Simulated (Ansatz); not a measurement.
Sensitivity of the gradients in GaAs with Sb replacing As to the input

This input was run with Ansatz:

```yaml
crystal:
  lattice:
    - [0.0, 8.48055, 8.48055]
    - [8.48055, 0.0, 8.48055]
    - [8.48055, 8.48055, 0.0]
  atoms:
    - { symbol: Ga, position: [0.0, 0.0, 0.0] }
    - { symbol: Ga, position: [0.0, 0.0, 0.3333333333] }
    - { symbol: Ga, position: [0.0, 0.0, 0.6666666667] }
    - { symbol: Ga, position: [0.0, 0.3333333333, 0.0] }
    - { symbol: Ga, position: [0.0, 0.3333333333, 0.3333333333] }
    - { symbol: Ga, position: [0.0, 0.3333333333, 0.6666666667] }
    - { symbol: Ga, position: [0.0, 0.6666666667, 0.0] }
    - { symbol: Ga, position: [0.0, 0.6666666667, 0.3333333333] }
    - { symbol: Ga, position: [0.0, 0.6666666667, 0.6666666667] }
    - { symbol: Ga, position: [0.3333333333, 0.0, 0.0] }
    - { symbol: Ga, position: [0.3333333333, 0.0, 0.3333333333] }
    - { symbol: Ga, position: [0.3333333333, 0.0, 0.6666666667] }
    - { symbol: Ga, position: [0.3333333333, 0.3333333333, 0.0] }
    - { symbol: Ga, position: [0.3333333333, 0.3333333333, 0.3333333333] }
    - { symbol: Ga, position: [0.3333333333, 0.3333333333, 0.6666666667] }
    - { symbol: Ga, position: [0.3333333333, 0.6666666667, 0.0] }
    - { symbol: Ga, position: [0.3333333333, 0.6666666667, 0.3333333333] }
    - { symbol: Ga, position: [0.3333333333, 0.6666666667, 0.6666666667] }
    - { symbol: Ga, position: [0.6666666667, 0.0, 0.0] }
    - { symbol: Ga, position: [0.6666666667, 0.0, 0.3333333333] }
    - { symbol: Ga, position: [0.6666666667, 0.0, 0.6666666667] }
    - { symbol: Ga, position: [0.6666666667, 0.3333333333, 0.0] }
    - { symbol: Ga, position: [0.6666666667, 0.3333333333, 0.3333333333] }
    - { symbol: Ga, position: [0.6666666667, 0.3333333333, 0.6666666667] }
    - { symbol: Ga, position: [0.6666666667, 0.6666666667, 0.0] }
    - { symbol: Ga, position: [0.6666666667, 0.6666666667, 0.3333333333] }
    - { symbol: Ga, position: [0.6666666667, 0.6666666667, 0.6666666667] }
    - { symbol: Sb, position: [0.0833333333, 0.0833333333, 0.0833333333] }
    - { symbol: As, position: [0.0833333333, 0.0833333333, 0.4166666667] }
    - { symbol: As, position: [0.0833333333, 0.0833333333, 0.75] }
    - { symbol: As, position: [0.0833333333, 0.4166666667, 0.0833333333] }
    - { symbol: As, position: [0.0833333333, 0.4166666667, 0.4166666667] }
    - { symbol: As, position: [0.0833333333, 0.4166666667, 0.75] }
    - { symbol: As, position: [0.0833333333, 0.75, 0.0833333333] }
    - { symbol: As, position: [0.0833333333, 0.75, 0.4166666667] }
    - { symbol: As, position: [0.0833333333, 0.75, 0.75] }
    - { symbol: As, position: [0.4166666667, 0.0833333333, 0.0833333333] }
    - { symbol: As, position: [0.4166666667, 0.0833333333, 0.4166666667] }
    - { symbol: As, position: [0.4166666667, 0.0833333333, 0.75] }
    - { symbol: As, position: [0.4166666667, 0.4166666667, 0.0833333333] }
    - { symbol: As, position: [0.4166666667, 0.4166666667, 0.4166666667] }
    - { symbol: As, position: [0.4166666667, 0.4166666667, 0.75] }
    - { symbol: As, position: [0.4166666667, 0.75, 0.0833333333] }
    - { symbol: As, position: [0.4166666667, 0.75, 0.4166666667] }
    - { symbol: As, position: [0.4166666667, 0.75, 0.75] }
    - { symbol: As, position: [0.75, 0.0833333333, 0.0833333333] }
    - { symbol: As, position: [0.75, 0.0833333333, 0.4166666667] }
    - { symbol: As, position: [0.75, 0.0833333333, 0.75] }
    - { symbol: As, position: [0.75, 0.4166666667, 0.0833333333] }
    - { symbol: As, position: [0.75, 0.4166666667, 0.4166666667] }
    - { symbol: As, position: [0.75, 0.4166666667, 0.75] }
    - { symbol: As, position: [0.75, 0.75, 0.0833333333] }
    - { symbol: As, position: [0.75, 0.75, 0.4166666667] }
    - { symbol: As, position: [0.75, 0.75, 0.75] }
kpoints:
  mp_grid: { grid: [2, 2, 2], shift: [0.5, 0.5, 0.5] }
scf:
  occupations: { method: fermi_dirac, width: 0.01 }
hamiltonian:
  xc: rpbe
  pseudopotentials: { kind: paw }
output:
  forces: true
  stress: true
  populations: true
  efg:
    quadrupole_moments_barn: { Ga: 0.107, Sb: -0.543, As: 0.311 }
    contact_densities: true
```

It converged. Of its output the block on the nuclei alone is shown, without the SCF iterations, energies, forces and stress (one atom of each set, the first 14 sets):

```
--- PAW observables at the nuclei: V_zz in 10²¹ V/m², potentials from the cell's mean, atoms counted from 1 ---
  atom   1  Ga V_zz =    -2.290934   η = 0.0000   by run symmetry: allowed   C_q = -5.9272 MHz
            electrostatic potential = -4131.026718 V   contact ρ = 187525.743203 e/Å³
  atom   2  Ga V_zz =    -2.788251   η = 0.1431   by run symmetry: allowed   C_q = -7.2139 MHz
            electrostatic potential = -4131.027396 V   contact ρ = 187525.664963 e/Å³
  atom   3  Ga V_zz =    +0.281994   η = 0.2706   by run symmetry: allowed   C_q = +0.7296 MHz
            electrostatic potential = -4131.075018 V   contact ρ = 187524.904713 e/Å³
  atom   5  Ga V_zz =    +0.298711   η = 0.0915   by run symmetry: allowed   C_q = +0.7728 MHz
            electrostatic potential = -4131.058599 V   contact ρ = 187524.875595 e/Å³
  atom   6  Ga V_zz =    +0.297458   η = 0.0445   by run symmetry: allowed   C_q = +0.7696 MHz
            electrostatic potential = -4131.058996 V   contact ρ = 187524.878948 e/Å³
  atom   9  Ga V_zz =    +0.321411   η = 0.1366   by run symmetry: allowed   C_q = +0.8316 MHz
            electrostatic potential = -4131.073973 V   contact ρ = 187524.873335 e/Å³
  atom  14  Ga V_zz =    +0.297588   η = 0.0000   by run symmetry: allowed   C_q = +0.7699 MHz
            electrostatic potential = -4131.057226 V   contact ρ = 187524.862617 e/Å³
  atom  15  Ga V_zz =    +0.291094   η = 0.0466   by run symmetry: allowed   C_q = +0.7531 MHz
            electrostatic potential = -4131.058498 V   contact ρ = 187524.870680 e/Å³
  atom  18  Ga V_zz =    +0.302870   η = 0.0802   by run symmetry: allowed   C_q = +0.7836 MHz
            electrostatic potential = -4131.062456 V   contact ρ = 187524.871550 e/Å³
  atom  27  Ga V_zz =    +0.282243   η = 0.0000   by run symmetry: allowed   C_q = +0.7302 MHz
            electrostatic potential = -4131.062566 V   contact ρ = 187524.876824 e/Å³
  atom  28  Sb V_zz =    +1.620756   η = 0.0000   by run symmetry: allowed   C_q = -21.2800 MHz
            electrostatic potential = -8407.625025 V   contact ρ = 1350742.478710 e/Å³
  atom  29  As V_zz =    +1.031190   η = 0.2755   by run symmetry: allowed   C_q = +7.7545 MHz
            electrostatic potential = -4514.817028 V   contact ρ = 235621.755218 e/Å³
  atom  30  As V_zz =    +0.795320   η = 0.0453   by run symmetry: allowed   C_q = +5.9808 MHz
            electrostatic potential = -4514.817170 V   contact ρ = 235621.750370 e/Å³
  atom  32  As V_zz =    +1.057794   η = 0.0324   by run symmetry: allowed   C_q = +7.9546 MHz
            electrostatic potential = -4514.807188 V   contact ρ = 235621.799573 e/Å³
```

Q: Can these gradients be trusted, and how do they compare with a run on standard settings?

A: As results of these settings, within the limits told below. Against the standard input the change is `hamiltonian.xc`: pbe → rpbe; `kpoints.mp_grid.shift`: not typed → [0.5, 0.5, 0.5]. A site carries the number of its first atom; V_zz in 10²¹ V/m².

```json
{"site": "Ga1", "atom": "1", "V_zz standard": "-2.70", "η standard": "0.00", "V_zz here": "-2.29", "η here": "0.00"}
{"site": "Ga2", "atom": "2", "V_zz standard": "-2.70", "η standard": "0.00", "V_zz here": "-2.79", "η here": "0.14"}
{"site": "Ga18", "atom": "18", "V_zz standard": "-0.018", "η standard": "0.00", "V_zz here": "0.30", "η here": "0.08"}
{"site": "Sb", "atom": "28", "V_zz standard": "0.00", "η standard": "–", "V_zz here": "1.62", "η here": "0.00"}
{"site": "As29", "atom": "29", "V_zz standard": "-0.41", "η standard": "0.08", "V_zz here": "1.03", "η here": "0.28"}
{"site": "As30", "atom": "30", "V_zz standard": "-0.41", "η standard": "0.08", "V_zz here": "0.80", "η here": "0.05"}
{"site": "As33", "atom": "33", "V_zz standard": "-0.41", "η standard": "0.08", "V_zz here": "1.21", "η here": "0.48"}
{"site": "As32", "atom": "32", "V_zz standard": "-0.027", "η standard": "0.00", "V_zz here": "1.06", "η here": "0.03"}
{"site": "As41", "atom": "41", "V_zz standard": "-0.027", "η standard": "0.00", "V_zz here": "1.01", "η here": "0.00"}
{"site": "As36", "atom": "36", "V_zz standard": "0.019", "η standard": "0.00", "V_zz here": "1.04", "η here": "0.02"}
{"site": "As54", "atom": "54", "V_zz standard": "0.019", "η standard": "0.00", "V_zz here": "1.06", "η here": "0.00"}
{"site": "As42", "atom": "42", "V_zz standard": "-0.030", "η standard": "0.97", "V_zz here": "1.07", "η here": "0.04"}
{"site": "As45", "atom": "45", "V_zz standard": "-0.030", "η standard": "0.97", "V_zz here": "1.03", "η here": "0.04"}
```

The largest change of V_zz along a kept axis is on Sb, from 0.00 to 1.62. Small gradients that grow severalfold: As42 (-0.030 to 1.07), As45 (-0.030 to 1.03), As32 (-0.027 to 1.06), As41 (-0.027 to 1.01) and 2 more sites. In per cent, |V_zz| changes by -15 to +3 on Ga (all sites that start above 0.5). V_zz changes sign on As30 (axis turned by 31°), As41 (same axis). On As33, As29, As42, As45, As32, As36, Ga18, Ga3 and 3 more sites (not all in the table) the largest principal value lies along another axis in the second run, so the two V_zz can't be compared directly. The table leaves out 7 of the 20 sites, with |V_zz| up to 0.33; their tensors move by 0.32 at most along any direction. The statements above cover all sites. Symmetry makes η zero on Ga2, Ga18, As32, As36; the changed mesh lacks the crystal's symmetry, and the η that it gives there is an artefact. SCF iterations: 8 and 9. New warnings: symmetry narrowed by mesh.

On the reference run: The defect repeats with the cell of 54 atoms, so it feels its images: sites between two images don't show the values beside a lone defect, and zeros or small values of η there can come from the images' arrangement. Without spin–orbit coupling (the program notes it for Sb) the gradients can shift somewhat, as the gap is small. With a gap of 0.5 eV on this mesh, small gradients can still move by 0.1 × 10²¹ V/m² or more as the k-mesh gets denser. The neighbours have not yet relaxed around the defect (largest force 1.5 eV/Å), so a real crystal will differ.
